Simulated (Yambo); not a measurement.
BaTiB2O6 (space group R-3, No. 148): one transition space (4×4×4 mesh, 14 valence and 10 conduction bands, Tamm-Dancoff) with different kernels in Yambo, on LDA orbitals; field along x. BSE alone uses the static screening with 78 bands and a 3 Ry block; its scissor and those of RPA and TDDFT come from G0W0, that of the TDHF-type run from bare exchange. Axes are Cartesian, with cell vectors (Å) (2.54, 1.46, 5.61), (-2.54, 1.46, 5.61), (0.00, -2.93, 5.61).

| kernel | scissor (eV) | direct gap with it (eV) | lowest state (eV) | rough cost |
|---|---|---|---|---|
| BSE (screened electron-hole attraction) | 2.38 | 4.83 | 3.85 (dark) | 1 (with the screening) |
| TDHF-type (unscreened attraction, exchange-only scissor) | 13.55 | 15.99 | 10.81 (dark) | about 1/2 |
| RPA (no attraction) | 2.38 | 4.83 | 4.83 (dark) | about 1/2 |
| TDDFT, adiabatic LDA kernel | 2.38 | 4.83 | 4.83 (dark) | about 20× |

Costs are rough.

RPA and TDDFT, adiabatic LDA kernel leave the lowest state at the direct gap: no bound exciton. These are vertical excitations (zero momentum). Spin singlets only. Strong means a line over 3 % of the spectrum's maximum, dark under 0.03 %. Absolute energies carry the error of the G0W0 scissor, whose convergence isn't established; the long-wavelength screening was taken along (1,1,1) although the crystal is anisotropic. Convergence of the binding with the mesh was not shown.

Geometry of the Materials Project entry, not relaxed at this level; primitive cell a = b = c = 6.3254 Å, α = β = γ = 47.29°.
